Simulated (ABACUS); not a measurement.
# A series of runs on TiN (Fm-3m, 2 atoms in the cell; from Materials Project mp-492)

```
CELL_PARAMETERS angstrom
      0.00000     2.12062     2.12062
      2.12062     0.00000     2.12062
      2.12062     2.12062     0.00000
ATOMIC_POSITIONS crystal
  Ti 0.00000 0.00000 0.00000
  N  0.50000 0.50000 0.50000
```

Base run A: PBE, PseudoDojo 0.5 standard norm-conserving PBE (tails mended) pseudopotentials (ABACUS), self-consistent single point.

Its settings: KPT = Gamma 13 13 13 0 0 0; basis_type = pw; ecutwfc = 84 Ry; smearing_method = gaussian; smearing_sigma = 0.00367493 Ry; potentials = PseudoDojo 0.5 standard norm-conserving PBE (tails mended); symmetry = 1; symmetry_prec = 1e-05; ks_solver = dav_subspace; scf_nmax = 100; scf_thr = 1.0e-09 Ry; mixing_type = pulay.

The structure comes from a collection of computed structures, made at another level of theory; the collection holds predicted forms beside known ones.

ΔF is the free energy per atom less that of run A. 

```
run  scf_nmax, mixing_beta  ΔF (meV/atom)  pressure (GPa)  iterations
---  ---------------------  -------------  --------------  ----------
A             100, default           0.00            1.06           9
B                 200, 0.2           0.00            1.06          15
C                 200, 0.3           0.00            1.05          10
D                 200, 0.4           0.00            1.05          13
E                 200, 0.6           0.00            1.05          11
F                 200, 0.8           0.00            1.06           9
G                   200, 1           0.00            1.06          10
```

Runs B, C, D, E, F, G gave the same state as A (within 1 meV/atom). The fewest iterations to that state were 9 (A, F); the most were 15.

“Tails mended”: in these copies of the files the far tail of each local potential was reset to the Coulomb form.
